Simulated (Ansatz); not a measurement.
A relaxation computed with Ansatz, from input to last step.

```yaml
crystal:
  lattice:
    - [3.4098712774, 0.0, 0.0062536794]
    - [0.0, 10.3328817822, 0.0]
    - [-0.8381923589, 0.0, 8.8039155141]
  atoms:
    - { symbol: Zn, position: [0.0, 0.5, 0.0] }
    - { symbol: Zn, position: [0.0, 0.0, 0.5] }
    - { symbol: H, position: [0.1637874032, 0.6290381202, 0.5645634328] }
    - { symbol: H, position: [0.8362125968, 0.1290381202, 0.9354365672] }
    - { symbol: H, position: [0.8362125968, 0.3709618798, 0.4354365672] }
    - { symbol: H, position: [0.1637874032, 0.8709618798, 0.0645634328] }
    - { symbol: H, position: [0.4632506789, 0.676134758, 0.1075007059] }
    - { symbol: H, position: [0.5367493211, 0.176134758, 0.3924992941] }
    - { symbol: H, position: [0.5367493211, 0.323865242, 0.8924992941] }
    - { symbol: H, position: [0.4632506789, 0.823865242, 0.6075007059] }
    - { symbol: H, position: [0.4406466014, 0.7089251356, 0.9234908214] }
    - { symbol: H, position: [0.5593533986, 0.2089251356, 0.5765091786] }
    - { symbol: H, position: [0.5593533986, 0.2910748644, 0.0765091786] }
    - { symbol: H, position: [0.4406466014, 0.7910748644, 0.4234908214] }
    - { symbol: C, position: [0.1579753622, 0.5808260939, 0.319162445] }
    - { symbol: C, position: [0.8420246378, 0.0808260939, 0.180837555] }
    - { symbol: C, position: [0.8420246378, 0.4191739061, 0.680837555] }
    - { symbol: C, position: [0.1579753622, 0.9191739061, 0.819162445] }
    - { symbol: C, position: [0.0827333485, 0.5552478152, 0.4792864832] }
    - { symbol: C, position: [0.9172666515, 0.0552478152, 0.0207135168] }
    - { symbol: C, position: [0.9172666515, 0.4447521848, 0.5207135168] }
    - { symbol: C, position: [0.0827333485, 0.9447521848, 0.9792864832] }
    - { symbol: O, position: [0.3304847729, 0.6855452485, 0.2882484668] }
    - { symbol: O, position: [0.6695152271, 0.1855452485, 0.2117515332] }
    - { symbol: O, position: [0.6695152271, 0.3144547515, 0.7117515332] }
    - { symbol: O, position: [0.3304847729, 0.8144547515, 0.7882484668] }
    - { symbol: O, position: [0.0447320094, 0.493685792, 0.2232596209] }
    - { symbol: O, position: [0.9552679906, 0.993685792, 0.2767403791] }
    - { symbol: O, position: [0.9552679906, 0.506314208, 0.7767403791] }
    - { symbol: O, position: [0.0447320094, 0.006314208, 0.7232596209] }
    - { symbol: O, position: [0.4931938527, 0.6395872853, 0.0039783761] }
    - { symbol: O, position: [0.5068061473, 0.1395872853, 0.4960216239] }
    - { symbol: O, position: [0.5068061473, 0.3604127147, 0.9960216239] }
    - { symbol: O, position: [0.4931938527, 0.8604127147, 0.5039783761] }
basis:
  ecutwfc: 420
kpoints:
  mp_grid: { grid: [6, 2, 2] }
hamiltonian:
  xc: pbe
  dispersion: d3bj
scf:
  occupations: { method: gaussian, width: 0.02 }
output:
  forces: true
  stress: true
  eigenvalues: true
  write_density: true
  write_potential: true
  elf: true
  volumetric_format: npy
relax:
  adjacent_minimum: "off"
  f_tol: 0.02
  max_steps: 70
  cell: { stress_tol: 0.1 }
```

```bash
ansatz run input.yaml --threads 8 --pin off --max-ram 16384MiB --backend cpu --events-out ev --progress --plain --runs-dir out
```

Method: Ansatz, DFT PBE+D3(BJ), scalar-relativistic, plane waves, PAW.

Of 4 frames 4 are shown, positions in Å and forces in eV/Å; the SCF threshold varies from step to step. Steps run on the plane waves of an earlier cell, with a Pulay correction in the pressure. The basis is chosen afresh for the last frame, the zero of the energies, and can be on the way; energy and pressure step there, also at an unchanged geometry.

```xyz
34
Lattice="3.4099 0.0000 0.0063 0.0000 10.3329 0.0000 -0.8382 0.0000 8.8039" Properties=species:S:1:pos:R:3:forces:R:3 pbc="T T T" step=1 free_energy_over_end_meV_per_atom=0.03 pressure_GPa=0.02
Zn    0.0000    5.1664    0.0000    0.0000    0.0000    0.0000
Zn   -0.4191    0.0000    4.4020    0.0000    0.0000    0.0000
H     0.0853    6.4998    4.9714   -0.0050   -0.0210   -0.0070
H     2.0673    1.3333    8.2407    0.0050   -0.0210    0.0070
H     2.4864    3.8331    3.8388    0.0050    0.0210    0.0070
H     0.5044    8.9995    0.5694   -0.0050    0.0210   -0.0070
H     1.4895    6.9864    0.9493    0.0020   -0.0100    0.0190
H     1.5013    1.8200    3.4589   -0.0020   -0.0100   -0.0190
H     1.0822    3.3465    7.8608   -0.0020    0.0100   -0.0190
H     1.0704    8.5129    5.3513    0.0020    0.0100    0.0190
H     0.7285    7.3252    8.1331    0.0040   -0.0050   -0.0110
H     1.4241    2.1588    5.0790   -0.0040   -0.0050    0.0110
H     1.8432    3.0076    0.6771   -0.0040    0.0050    0.0110
H     1.1476    8.1741    3.7311    0.0040    0.0050   -0.0110
C     0.2712    6.0016    2.8109   -0.0040   -0.0200    0.0130
C     2.7196    0.8352    1.5973    0.0040   -0.0200   -0.0130
C     2.3005    4.3313    5.9993    0.0040    0.0200   -0.0130
C    -0.1479    9.4977    7.2128   -0.0040    0.0200    0.0130
C    -0.1196    5.7373    4.2201    0.0240    0.0250   -0.0130
C     3.1104    0.5709    0.1881   -0.0240    0.0250    0.0130
C     2.6913    4.5956    4.5901   -0.0240   -0.0250    0.0130
C    -0.5387    9.7620    8.6221    0.0240   -0.0250   -0.0130
O     0.8853    7.0837    2.5398   -0.0040    0.0070   -0.0070
O     2.1055    1.9172    1.8684    0.0040    0.0070    0.0070
O     1.6864    3.2492    6.2704    0.0040   -0.0070    0.0070
O     0.4662    8.4157    6.9417   -0.0040   -0.0070   -0.0070
O    -0.0346    5.1012    1.9658    0.0140    0.0080    0.0190
O     3.0254   10.2676    2.4424   -0.0140    0.0080   -0.0190
O     2.6063    5.2317    6.8443   -0.0140   -0.0080   -0.0190
O    -0.4537    0.0652    6.3678    0.0140   -0.0080    0.0190
O     1.6784    6.6088    0.0381   -0.0070    0.0180   -0.0100
O     1.3124    1.4423    4.3701    0.0070    0.0180    0.0100
O     0.8933    3.7241    8.7721    0.0070   -0.0180    0.0100
O     1.2593    8.8905    4.4401   -0.0070   -0.0180   -0.0100
34
Lattice="3.4115 0.0000 0.0074 0.0000 10.3234 0.0000 -0.8356 0.0000 8.8074" Properties=species:S:1:pos:R:3:forces:R:3 pbc="T T T" step=2 free_energy_over_end_meV_per_atom=0.01 pressure_GPa=0.01
Zn    0.0000    5.1617    0.0000    0.0000    0.0000    0.0000
Zn   -0.4178    0.0000    4.4037    0.0000    0.0000    0.0000
H     0.0909    6.4926    4.9728   -0.0010   -0.0080    0.0000
H     2.0672    1.3309    8.2457    0.0010   -0.0080    0.0000
H     2.4850    3.8308    3.8420    0.0010    0.0080    0.0000
H     0.5087    8.9925    0.5691   -0.0010    0.0080    0.0000
H     1.4917    6.9798    0.9503   -0.0010   -0.0060    0.0110
H     1.5020    1.8181    3.4608    0.0010   -0.0060   -0.0110
H     1.0842    3.3436    7.8645    0.0010    0.0060   -0.0110
H     1.0739    8.5053    5.3540   -0.0010    0.0060    0.0110
H     0.7325    7.3194    8.1364    0.0040   -0.0010   -0.0100
H     1.4256    2.1577    5.0821   -0.0040   -0.0010    0.0100
H     1.8434    3.0040    0.6784   -0.0040    0.0010    0.0100
H     1.1503    8.1657    3.7327    0.0040    0.0010   -0.0100
C     0.2759    5.9941    2.8124   -0.0250   -0.0030    0.0020
C     2.7178    0.8324    1.5987    0.0250   -0.0030   -0.0020
C     2.3000    4.3293    6.0024    0.0250    0.0030   -0.0020
C    -0.1419    9.4910    7.2161   -0.0250    0.0030    0.0020
C    -0.1159    5.7313    4.2216    0.0210    0.0060   -0.0090
C     3.1096    0.5696    0.1896   -0.0210    0.0060    0.0090
C     2.6918    4.5921    4.5933   -0.0210   -0.0060    0.0090
C    -0.5337    9.7538    8.6252    0.0210   -0.0060   -0.0090
O     0.8880    7.0772    2.5406    0.0070    0.0040   -0.0030
O     2.1057    1.9155    1.8706   -0.0070    0.0040    0.0030
O     1.6879    3.2462    6.2743   -0.0070   -0.0040    0.0030
O     0.4702    8.4079    6.9443    0.0070   -0.0040   -0.0030
O    -0.0309    5.0945    1.9669    0.0150    0.0000    0.0200
O     3.0246   10.2562    2.4442   -0.0150    0.0000   -0.0200
O     2.6068    5.2289    6.8479   -0.0150    0.0000   -0.0200
O    -0.4487    0.0672    6.3706    0.0150    0.0000    0.0200
O     1.6792    6.6031    0.0382   -0.0040    0.0080    0.0020
O     1.3144    1.4414    4.3729    0.0040    0.0080   -0.0020
O     0.8966    3.7203    8.7766    0.0040   -0.0080   -0.0020
O     1.2614    8.8820    4.4419   -0.0040   -0.0080    0.0020
34
Lattice="3.4123 0.0000 0.0085 0.0000 10.3100 0.0000 -0.8329 0.0000 8.8130" Properties=species:S:1:pos:R:3:forces:R:3 pbc="T T T" step=3 free_energy_over_end_meV_per_atom=-0.02 pressure_GPa=-0.01
Zn    0.0000    5.1550    0.0000    0.0000    0.0000    0.0000
Zn   -0.4164    0.0000    4.4065    0.0000    0.0000    0.0000
H     0.1019    6.4808    4.9764    0.0050    0.0070    0.0070
H     2.0611    1.3257    8.2515   -0.0050    0.0070   -0.0070
H     2.4776    3.8293    3.8451   -0.0050   -0.0070   -0.0070
H     0.5183    8.9843    0.5700    0.0050   -0.0070    0.0070
H     1.4939    6.9705    0.9525   -0.0040    0.0000   -0.0010
H     1.5020    1.8155    3.4625    0.0040    0.0000    0.0010
H     1.0856    3.3395    7.8690    0.0040    0.0000    0.0010
H     1.0774    8.4946    5.3590   -0.0040    0.0000   -0.0010
H     0.7375    7.3112    8.1423    0.0000    0.0040   -0.0080
H     1.4255    2.1562    5.0857    0.0000    0.0040    0.0080
H     1.8419    2.9988    0.6792    0.0000   -0.0040    0.0080
H     1.1540    8.1539    3.7358    0.0000   -0.0040   -0.0080
C     0.2787    5.9856    2.8145    0.0050   -0.0140   -0.0010
C     2.7172    0.8306    1.6005   -0.0050   -0.0140    0.0010
C     2.3008    4.3244    6.0070   -0.0050    0.0140    0.0010
C    -0.1378    9.4794    7.2210    0.0050    0.0140   -0.0010
C    -0.1105    5.7226    4.2242   -0.0070   -0.0090   -0.0030
C     3.1064    0.5676    0.1908    0.0070   -0.0090    0.0030
C     2.6900    4.5875    4.5973    0.0070    0.0090    0.0030
C    -0.5270    9.7425    8.6307   -0.0070    0.0090   -0.0030
O     0.8918    7.0682    2.5425    0.0030    0.0110   -0.0020
O     2.1041    1.9131    1.8725   -0.0030    0.0110    0.0020
O     1.6877    3.2419    6.2790   -0.0030   -0.0110    0.0020
O     0.4753    8.3969    6.9490    0.0030   -0.0110   -0.0020
O    -0.0264    5.0856    1.9691   -0.0040    0.0000    0.0100
O     3.0223   10.2407    2.4459    0.0040    0.0000   -0.0100
O     2.6059    5.2244    6.8524    0.0040    0.0000   -0.0100
O    -0.4429    0.0694    6.3756   -0.0040    0.0000    0.0100
O     1.6799    6.5952    0.0392    0.0010   -0.0070    0.0130
O     1.3160    1.4402    4.3758   -0.0010   -0.0070   -0.0130
O     0.8996    3.7148    8.7823   -0.0010    0.0070   -0.0130
O     1.2634    8.8698    4.4457    0.0010    0.0070    0.0130
34
Lattice="3.4123 0.0000 0.0085 0.0000 10.3100 0.0000 -0.8329 0.0000 8.8130" Properties=species:S:1:pos:R:3:forces:R:3 pbc="T T T" step=4 free_energy_over_end_meV_per_atom=0.00 pressure_GPa=-0.01
Zn    0.0000    5.1550    0.0000    0.0000    0.0000    0.0000
Zn   -0.4164    0.0000    4.4065    0.0000    0.0000    0.0000
H     0.1019    6.4808    4.9764    0.0050    0.0070    0.0080
H     2.0611    1.3257    8.2515   -0.0050    0.0070   -0.0080
H     2.4776    3.8293    3.8451   -0.0050   -0.0070   -0.0080
H     0.5183    8.9843    0.5700    0.0050   -0.0070    0.0080
H     1.4939    6.9705    0.9525   -0.0040    0.0000   -0.0010
H     1.5020    1.8155    3.4625    0.0040    0.0000    0.0010
H     1.0856    3.3395    7.8690    0.0040    0.0000    0.0010
H     1.0774    8.4946    5.3590   -0.0040    0.0000   -0.0010
H     0.7375    7.3112    8.1423    0.0000    0.0050   -0.0080
H     1.4255    2.1562    5.0857    0.0000    0.0050    0.0080
H     1.8419    2.9988    0.6792    0.0000   -0.0050    0.0080
H     1.1540    8.1539    3.7358    0.0000   -0.0050   -0.0080
C     0.2787    5.9856    2.8145    0.0050   -0.0140   -0.0010
C     2.7172    0.8306    1.6005   -0.0050   -0.0140    0.0010
C     2.3008    4.3244    6.0070   -0.0050    0.0140    0.0010
C    -0.1378    9.4794    7.2210    0.0050    0.0140   -0.0010
C    -0.1105    5.7226    4.2242   -0.0070   -0.0090   -0.0030
C     3.1064    0.5676    0.1908    0.0070   -0.0090    0.0030
C     2.6900    4.5875    4.5973    0.0070    0.0090    0.0030
C    -0.5270    9.7425    8.6307   -0.0070    0.0090   -0.0030
O     0.8918    7.0682    2.5425    0.0030    0.0120   -0.0020
O     2.1041    1.9131    1.8725   -0.0030    0.0120    0.0020
O     1.6877    3.2419    6.2790   -0.0030   -0.0120    0.0020
O     0.4753    8.3969    6.9490    0.0030   -0.0120   -0.0020
O    -0.0264    5.0856    1.9691   -0.0040    0.0000    0.0100
O     3.0223   10.2407    2.4459    0.0040    0.0000   -0.0100
O     2.6059    5.2244    6.8524    0.0040    0.0000   -0.0100
O    -0.4429    0.0694    6.3756   -0.0040    0.0000    0.0100
O     1.6799    6.5952    0.0392    0.0010   -0.0070    0.0130
O     1.3160    1.4402    4.3758   -0.0010   -0.0070   -0.0130
O     0.8996    3.7148    8.7823   -0.0010    0.0070   -0.0130
O     1.2634    8.8698    4.4457    0.0010    0.0070    0.0130
```

It took 26 s on 8 threads of Arm Neoverse V2, on a shared host, peak memory 1.8 GiB.